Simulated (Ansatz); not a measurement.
**AlGaN$_{2}$: energy along a strain**

AlGaN$_{2}$, P-4m2, a = 3.141 Å, c = 4.424 Å (as given, not relaxed at this level: -0.4 GPa, forces to 0.09 eV/Å). The structure is a Materials Project entry; whether it is the stable form wasn't checked. Ansatz: r2SCAN, PAW, 500 eV, Γ-centred 8×8×6 mesh on 4 atoms, Gaussian smearing 0.05 eV; no spin polarisation. Cell vectors (Å): 3.141 0.000 0.000; 0.000 3.141 0.000; 0.000 0.000 4.424. The cell is strained by x per cent times the pattern (1 1 0 0 0 0) in the order xx yy zz yz xz xy (engineering shears), with fractional coordinates held. y is the free energy over the start, V0 = 10.910 Å³/atom.

| x (%) | y (meV/atom) |
| --- | --- |
| -2.00 | 11.89 |
| -1.50 | 6.42 |
| -1.00 | ? |
| -0.50 | 0.53 |
| 0.00 | 0.00 |
| 0.50 | 1.02 |
| 1.00 | 3.53 |
| 1.50 | 7.49 |
| 1.75 | 10.00 |
| 2.00 | 12.86 |

Fit y = c1 x + c2 x² + c3 x³ to the other rows, get the stiffness along the pattern, and predict the missing energy.

Least squares on the rows shown. y = 0.5034 x + 3.093 x² − 0.06532 x³. The clamped-ion stiffness p·C·p = 2 × 30.93 eV × 160.2 / 10.910 Å³ = 908 GPa (second derivative at the start, which stands under stress). At x = -1.00 the fit asked for gives 2.65 meV/atom. The run gave 2.65 meV/atom, the same to the digits shown.